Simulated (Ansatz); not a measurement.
Pt₃Pb (Cu3Au type, Pm-3m) under volume change, the program Ansatz at the r²SCAN level (PAW), scaled uniformly.

```
V (Å³/atom)  E − E(relaxed) (meV/atom)  P (GPa)
-----------  -------------------------  -------
15.600                           102.3    23.55
16.115                            42.3    14.12
16.629                             9.9     6.36
17.143                             0.0     0.00
17.657                             8.6    -5.21
18.172                            32.4    -9.47
18.686                            68.6   -12.92
```

Q: What does a third-order Birch–Murnaghan fit give for V₀, B₀ and B′?

A: V₀ = 17.14 Å³/atom, B₀ = 191 GPa, B′ = 5.6.

The workflow started from an entry of the Crystallography Open Database (COD). Its standing as an ambient phase is unchecked. Symmetry was held in the r²SCAN relaxation; whether a distortion lowers the energy is not shown. No spin polarisation was allowed. Spin–orbit coupling is left out wherever it is not named.

Potentials: the later of the program's two PAW sets.
